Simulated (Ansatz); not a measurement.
AlV₄C₃:
Space group P6₃/mmc (No. 194); a = b = 2.8902 Å, c = 22.5797 Å, α = β = 90.00°, γ = 120.00°

```
atom  site  symmetry       x       y       z
----  ----  --------  ------  ------  ------
Al      2c      -6m2  0.3333  0.6667  0.2500
V       4e       3m.  0.0000  0.0000  0.1544
V       4f       3m.  0.3333  0.6667  0.0544
C       4f       3m.  0.6667  0.3333  0.1076
C       2a      -3m.  0.0000  0.0000  0.0000
```

Relaxed at zero pressure with plane-wave PAW PBEsol (Ansatz code).

Problem. The volume is lowered by 6 % and shape and atoms relax at that volume. What pressure results, and how do the axes share the change?

Solution. 16.6 GPa; a -1.9 %, b -1.9 %, c -2.3 %; the energy rises by 30 meV/atom.

Problem. Give the new structure.

Solution. 
Space group P6₃/mmc (No. 194); a = 2.8345 Å, b = 2.8345 Å, c = 22.0680 Å, α = 90.00°, β = 90.00°, γ = 120.00°

| atom | site | symmetry | x | y | z |
|---|---|---|---|---|---|
| Al | 2c | -6m2 | 0.3333 | 0.6667 | 0.2500 |
| V | 4e | 3m. | 0.0000 | 0.0000 | 0.1564 |
| V | 4f | 3m. | 0.3333 | 0.6667 | 0.0549 |
| C | 4f | 3m. | 0.6667 | 0.3333 | 0.1086 |
| C | 2a | -3m. | 0.0000 | 0.0000 | 0.0000 |

The phase is kept; no other phase was compared at this pressure.

Space group P6_3/mmc. The first step of the workflow began from a Materials Project structure, measured or hypothetical; the Crystallography Open Database copy checked does not list it. Whether it is the stable phase at ambient conditions was not checked. Symmetry was held in the PBEsol relaxation; its stability against distortions is not shown here. The run is not spin-polarised.

Potentials: the later of the program's two PAW sets.
